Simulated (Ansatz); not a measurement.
Consider the following.

SiC:
```yaml
crystal:
  lattice:
    - [3.06578, 0.00000, 0.00000]
    - [-1.53289, 2.65504, 0.00000]
    - [0.00000, 0.00000, 7.03111]
  atoms:
    - { symbol: Si, position: [0.50000, 0.00000, 0.50000] }
    - { symbol: Si, position: [0.00000, 0.50000, 0.16667] }
    - { symbol: Si, position: [0.50000, 0.50000, 0.83333] }
    - { symbol: C, position: [0.50000, 0.00000, 0.00000] }
    - { symbol: C, position: [0.00000, 0.50000, 0.66667] }
    - { symbol: C, position: [0.50000, 0.50000, 0.33333] }
```

This is the PBEsol-relaxed structure. Cartesian axes are those of the cell as given.

Task: All from plane-wave PAW PBEsol (Ansatz code), unless another level is named. Predict the piezoelectric stress constants (proper, relaxed ions, C/m²).

Result: e14 = 0.61, e25 = -0.61.

Task: And the Poisson's ratio?

Result: 0.17.

Task: Next, the highest zone-centre frequency (without LO–TO term)?

Result: 103.8 meV.

Space group P6_222. The start of the workflow was typed in or built on a structure type; neither database checked (COD, Materials Project) lists it. It is not the phase usual at ambient conditions (space group No. 186, 216). The cell was relaxed with PBEsol under the symmetry of its start; phonons on a q-mesh show no instability. Its formation energy is positive at this level, so the cell may be metastable or incomplete.

Potentials: the later of the program's two PAW sets.
